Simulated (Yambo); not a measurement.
Data:

```xyz
12
Lattice="4.6634 0.0000 0.0000 0.0000 4.6777 0.0000 -0.0077 0.0000 6.5486" Properties=species:S:1:pos:R:3 pbc="T T T"
H      2.4930     3.5083     0.9307
H      2.1627     1.1694     5.6179
H      3.4927     4.5074     2.3449
H      1.1630     0.1703     4.2037
H      1.1630     2.1686     4.2037
H      3.4927     2.5092     2.3449
H      4.4943     3.5083     0.9314
H      0.1614     1.1694     5.6172
B      1.1624     1.1694     4.9112
B      3.4933     3.5083     1.6374
K      3.4927     3.5083     4.9122
K      1.1630     1.1694     1.6364
```

Workflow: LDA (pw.x of Quantum ESPRESSO, ONCV potentials, no spin-orbit coupling), then G0W0 in Yambo (2×2×2 Γ-centred k mesh, 197 bands and a 7 Ry block in the screening, 197 bands in G with the Bruneval-Gonze terminator, plasmon pole fitted at 27.2 eV).

Q: Give the LDA and G0W0 gaps between the band edges found on this mesh, and say where the edges lie.

A: Edges: Γ → (-0.5, -0.5, 0). LDA: 5.64 eV; G0W0: 8.95 eV. Nearest settings tried, and what they do to the gap: 124 bands in W, 124 bands in G: -6 meV; 6 Ry block (233 vectors against 323): -69 meV; 2×2×1 mesh: -96 meV. So the settings aren't converged at that level. The k mesh is coarse. 

Geometry of the Materials Project entry, not relaxed at this level.

The structure is a Materials Project entry; no match was found in the copy of COD used, and its stability was not checked.
